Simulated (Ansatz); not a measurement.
Put BeFe2N2 in P-4m2 (No. 115): Be on 1a; Fe on 1c and 1d; N on 2g. Recipe of this trial structure of BeFe2N2: ordered mixture with vacancies on the cation sites of antifluorite (occupants of the shared sites, in ratio, Be: 1, Fe: 2, vacant: 1).

Theory: Ansatz, DFT PBE, scalar-relativistic, plane waves, PAW. Cutoff 420 eV, Γ-centred mesh, Gaussian smearing, no spin polarisation.

The zero of energy is the elements' standard structures at the same level (N₂ as a molecule); no fitted shifts are applied.

Problem. Predict the relaxed structure.

Solution.

Space group P-4m2 (No. 115). a = 3.236 Å, b = 3.236 Å, c = 4.324 Å, α = 90.00°, β = 90.00°, γ = 90.00°
| atom | site | symmetry | x | y | z |
| --- | --- | --- | --- | --- | --- |
| Be | 1a | -4m2 | 0.0000 | 0.0000 | 0.0000 |
| Fe | 1c | -4m2 | 0.5000 | 0.5000 | 0.5000 |
| Fe | 1d | -4m2 | 0.0000 | 0.0000 | 0.5000 |
| N | 2g | 2mm. | 0.5000 | 0.0000 | 0.7480 |

Around Be lie 4 N at 1.95 Å and 2 Fe at 2.16 Å; Fe on its first site has 4 N at 1.94 Å and 4 Fe at 2.29 Å; Fe on its second site is surrounded by 4 N at 1.94 Å, 2 Be at 2.16 Å and 4 Fe at 2.29 Å; N has 4 Fe at 1.94 Å and 2 Be at 1.95 Å. Another local minimum with the same sites may exist.

Problem. And its energy and gap?

Solution. The formation energy is +0.07 eV/atom. The gap on the 12×12×10 mesh of the 5-atom cell is 0 eV (a metal). The separate elements lie lower, so it is unstable against them.

The last run used Gaussian smearing of 0.10 eV. Trial moments died out on the coarse mesh, so the last step has no spin; another magnetic start might hold. A structure relaxed within its symmetry needn't be a true minimum.
